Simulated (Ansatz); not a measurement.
In DFT-PBE in the program Ansatz with PAW potentials, NbAs in the tetragonal phase (I4_1md; Nb on 4a, As on 4a) relaxes to a = 3.473 Å, c = 11.750 Å. As has 6 nearest neighbours from 2.63 Å (trigonal prismatic). Against the elements it lies at -0.69 eV/atom, with no fitted shifts.

Electronic character: no gap, with almost no states at the Fermi level (zero-gap or semimetallic).

The bulk modulus is 160 GPa.

Symmetry was held in the PBE relaxation. No spin polarisation was allowed. A small band overlap can be real or an error of a semilocal functional. The references are the lowest solids computed at this level, not always the standard phases. Scalar-relativistic: spin–orbit coupling is off unless named, which matters more the heavier the elements.

Potentials: the later of the program's two PAW sets.
